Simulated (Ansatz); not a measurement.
Problem. Bi (fcc (Cu type), space group No. 225) is relaxed with PBEsol in the plane-wave PAW code Ansatz. What lattice parameters of the conventional cell result?

Solution. a = 4.947 Å.

Space group Fm-3m (fcc (Cu type)). The start of the workflow was typed in or built on a structure type; neither database checked (COD, Materials Project) lists it. It is not the phase usual at ambient conditions (space group No. 166). The PBEsol relaxation kept the symmetry of its start. At this level the phase is mechanically unstable. Spin–orbit coupling is left out wherever it is not named.

Potentials: the earlier of the program's two PAW sets.
